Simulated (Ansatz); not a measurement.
Input and command of a plane-wave DFT calculation in Ansatz:

```yaml
crystal:
  lattice:
    - [-2.8355357594, 2.8355357594, 5.6052777936]
    - [2.8355357594, -2.8355357594, 5.6052777936]
    - [2.8355357594, 2.8355357594, -5.6052777936]
  atoms:
    - { symbol: Zn, position: [0.0, 0.0, 0.0] }
    - { symbol: Zn, position: [0.75, 0.25, 0.5] }
    - { symbol: Ge, position: [0.5, 0.5, 0.0] }
    - { symbol: Ge, position: [0.25, 0.75, 0.5] }
    - { symbol: As, position: [0.375, 0.3760890624, 0.5010890624] }
    - { symbol: As, position: [0.6239109376, 0.125, 0.9989109376] }
    - { symbol: As, position: [0.875, 0.8739109376, 0.4989109376] }
    - { symbol: As, position: [0.1260890624, 0.625, 0.0010890624] }
basis:
  ecutwfc: 500
kpoints:
  mp_grid: { grid: [8, 8, 8] }
hamiltonian:
  xc: r2scan
scf:
  occupations: { method: gaussian, width: 0.02 }
output:
  forces: true
  stress: true
  eigenvalues: true
relax:
  adjacent_minimum: "off"
  f_tol: 0.005
  max_steps: 80
  cell: { stress_tol: 0.05 }
```

```bash
ansatz run input.yaml --threads 2 --pin off --max-ram 5120MiB --backend cpu --events-out ev --progress --plain --runs-dir out
```

Processor: Intel(R) Xeon(R) 6975P-C (Granite Rapids), 2 threads, on a host shared with other jobs.

Q: Estimate time, memory and problem size.

A: About 99 s on 2 threads of Intel(R) Xeon(R) 6975P-C (Granite Rapids) (shared host), peak memory 1.5 GiB. It solves 68 bands at 59 k points (the mesh reduced by symmetry) with about 4589 plane waves (on the last cell), in 19 SCF iterations over 3 ionic steps.
